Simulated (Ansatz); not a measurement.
ZrGeO$_{3}$ (P4mm), relaxed with PBEsol (Ansatz, a first-principles code, plane waves, PAW): a = b = 3.9876 Å, c = 4.3417 Å, α = β = γ = 90.00°.

| Quantity | Value |
|---|---|
| gap (eV) | 1.39 |
| ΔH_f (eV/atom) | -2.25 |
| electron conductivity mass (mₑ) | 0.54 |

Task: The same phase is relaxed and computed with r²SCAN in the same code. What are the cell and these values now?

Result: a = 4.009 Å, b = 4.009 Å, c = 4.367 Å, α = 90.00°, β = 90.00°, γ = 90.00°.

gap (eV): 1.68
ΔH_f (eV/atom): -2.35
electron conductivity mass (mₑ): 0.52

Typed or built starts, not in the databases checked: ZrGeO3, P4mm (Zr on 1b, Ge on 1a, O on 2c, O on 1b). Unstable at this level: ZrGeO3, P4mm (Zr on 1b, Ge on 1a, O on 2c, O on 1b) with PBEsol. All cells were relaxed under the symmetry of their starts (and spin orders); stability against distortions was not tested throughout. Rows with no word on spin ran without spin polarisation. Scalar-relativistic: spin–orbit coupling is off unless named, which matters more the heavier the elements.

Potentials: the later of the program's two PAW sets.

Ansatz is a plane-wave DFT program.

Formation energies count from the lowest solids of the elements computed at the same level, not from gases.
